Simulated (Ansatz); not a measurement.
A geometry of Mo away from equilibrium: step 2 of the relaxation of a relaxed Mo cell, doubled along one cell vector, shaken by Gaussian noise of σ = 0.08 Å a coordinate. Calculation: r2SCAN (plane waves to 500 eV, PAW, scalar-relativistic; Ansatz, a program for electronic structure). Γ-centred k-mesh 13×13×7 on the run's cell (coarser than for final values), Fermi–Dirac smearing 0.05 eV.

```
CELL_PARAMETERS angstrom
      2.75297    -0.00387     0.00553
     -1.37984     2.38655    -0.00679
      0.01013    -0.00850     4.99715
ATOMIC_POSITIONS crystal
  Mo 0.94965 0.01135 0.26669
  Mo 0.00926 0.83934 0.76515
```

Which atoms carry the largest force, and which way does it point?

1.16 eV/Å, on Mo1, Mo2 (atoms numbered as listed); on Mo1 its components are (-0.78, 0.85, -0.03).

What is the pressure?

-0.4 GPa, compression positive.

How far above the relaxed end point is this geometry?

0.71 eV/atom; the path ends in Im-3m (No. 229) (bcc (W type)).

No spin polarisation in the result.

The run could not lose the symmetry of its start.

Of the parent cell (P6/mmm (No. 191)): it is a generated cell of Mo: the first start was made by a random draw of sites in a space group, and the end was not matched to a known phase here, so it may be hypothetical. Known forms of Mo include space group No. 229.
